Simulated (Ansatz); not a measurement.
Crystals of one structure type (rock salt) and one family of elements, relaxed and computed with plane-wave PAW r²SCAN (Ansatz code).

```csv
crystal,gap (eV),ε∞
KI,4.58,2.73
KBr,5.07,2.44
KCl,5.83,2.25
KF,6.91,1.94
NaF,7.28,1.82
LiCl,7.29,?
```

### Question
Fit a straight line to ln ε∞ against ln E_g and predict the withheld value.

### Answer
Least squares on the 5 shown rows: ln ε∞ = -0.83 × ln E_g + (2.259), with a scatter of 1 %. For LiCl this gives 1.84. The run itself gave 2.83, outside the scatter: the line misses something about this case.

All cells were relaxed under the symmetry of their starts (and spin orders); stability against distortions was not tested throughout. Scalar-relativistic: spin–orbit coupling is off unless named, which matters more the heavier the elements.

Potentials: the later of the program's two PAW sets.
